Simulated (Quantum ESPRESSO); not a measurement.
## Ir5MoNb2 (a guest atom moved from site to site)

Simulated, not a measurement. The program is pw.x of Quantum ESPRESSO 7.5 (plane-wave density functional theory). The cell is made up: eight metal atoms on a hexagonal close-packed lattice, with elements, volume, strain and displacements drawn at random and not relaxed, so it may be unstable or far from any real phase. PseudoDojo standard norm-conserving files set the functional (PBE unless stated); there is no spin polarisation or spin-orbit coupling, the Fermi-Dirac width of 0.25 eV means electrons at about 2900 K, and the masses in the input are unused placeholders. Heavy elements are run without spin-orbit coupling, which real alloys of them have. A spin test at this wide smearing found no moment, but such smearing suppresses magnetism that the real alloy may have.

The runs move one Mo atom among sites that otherwise hold Ir. Cell, positions, cutoff, mesh and smearing stay as in the input of run 1; sites are counted in its order. Stress in the tables is positive in tension.

Input of run 1:

```
&control calculation='scf', pseudo_dir='./dojo.nc.sr.pbe.v0_5.standard.upf', outdir='./o', disk_io='minimal', tprnfor=.true., tstress=.true. /
&system ibrav=0, nat=8, ntyp=3, nbnd=81, ecutwfc=82.02448710, nosym=.true., tot_charge=0,
 occupations='smearing', smearing='fd', degauss=0.0183746611
/
&electrons conv_thr=1.470e-08, electron_maxstep=70, mixing_beta=0.5 /
ATOMIC_SPECIES
Ir 1.0 Ir.upf
Mo 1.0 Mo.upf
Nb 1.0 Nb.upf
CELL_PARAMETERS angstrom
-0.0122 -0.0632 -4.4185
0.026 4.8912 0.0701
5.6247 0.0301 0.0157
ATOMIC_POSITIONS angstrom
Ir -0.0349 0.0274 -0.0946
Mo 2.7036 -0.0414 0.0235
Nb 1.419 2.4881 -0.0617
Ir 4.1956 2.4388 0.0456
Nb -0.0011 1.5636 -2.1938
Ir 2.7545 1.6507 -2.0283
Ir 1.494 4.1051 -2.1161
Ir 4.1399 4.207 -2.2436
K_POINTS automatic
5 5 4 1 1 1
```

| run | elements on sites 1 to 8 | free energy less that of run 1 (eV) | -TS (eV) | pressure (GPa) | stress xx (GPa) | stress yy (GPa) | stress zz (GPa) | stress yz (GPa) | stress xz (GPa) | stress xy (GPa) | iterations |
| --- | --- | --- | --- | --- | --- | --- | --- | --- | --- | --- | --- |
| 1 | Ir Mo Nb Ir Nb Ir Ir Ir | 0.000 | -1.307 | 8.64 | -7.00 | -5.04 | -13.87 | 3.16 | 0.63 | -0.26 | 16 |
| 2 | Ir Ir Nb Mo Nb Ir Ir Ir | 0.837 | -1.490 | 9.46 | -8.30 | -3.67 | -16.39 | 2.79 | 0.55 | 0.99 | 18 |
| 3 | Ir Ir Nb Ir Nb Mo Ir Ir | 0.817 | -1.474 | 9.17 | -7.97 | -4.26 | -15.28 | 3.39 | 0.26 | 0.61 | 18 |
| 4 | Ir Ir Nb Ir Nb Ir Mo Ir | 0.767 | -1.485 | 9.62 | -7.59 | -6.56 | -14.71 | 2.91 | 0.65 | 0.35 | 16 |
| 5 | Ir Ir Nb Ir Nb Ir Ir Mo | -0.054 | -1.298 | 8.69 | -7.36 | -4.81 | -13.88 | 2.50 | 0.19 | -0.17 | 16 |

Forces Fx Fy Fz (eV/Å):

```
site             run 1             run 2             run 3             run 4             run 5
   1  -0.10 -0.81 0.90  -0.39 -1.23 1.10  -0.42 -0.89 1.02  -0.49 -0.89 0.86  -0.57 -1.01 0.99
   2   1.68 1.10 -0.33   1.01 1.06 -0.59   1.11 0.95 -0.66   1.05 0.92 -0.47   1.10 1.06 -0.54
   3   -0.64 0.19 1.78   -0.40 0.37 1.78   -0.35 0.01 1.69  -0.32 -0.43 1.87   -0.04 0.43 1.83
   4    0.22 1.38 0.42    0.05 1.38 0.27    0.12 1.46 0.07    0.29 1.56 0.28    0.61 1.30 0.35
   5  -1.15 0.18 -0.59  -0.83 0.44 -0.60  -0.89 0.30 -0.70  -1.60 0.57 -0.75  -0.60 0.49 -0.51
   6  0.17 -0.68 -2.42  0.87 -0.85 -2.25  0.89 -0.68 -1.72  0.24 -0.48 -2.18  0.76 -0.71 -2.49
   7  -1.19 0.20 -0.64  -1.25 0.18 -0.73  -1.40 0.45 -0.72  -0.18 0.50 -0.65  -1.41 0.09 -0.62
   8   1.02 -1.55 0.88   0.94 -1.35 1.03   0.93 -1.59 1.03   0.99 -1.75 1.04   0.14 -1.66 0.99
```

The sites are displaced and not relaxed, so the energy differences mix bonding between neighbours with strain and are not ordering energies. A rerun of one cell of this series at a higher cutoff and on a denser mesh moved values by no more than 0.003 eV in energy, 0.11 GPa in stress and 0.018 eV/Å in force, and a second program with other atomic files agreed on that cell to 2 % rms in force and 0.5 GPa in pressure.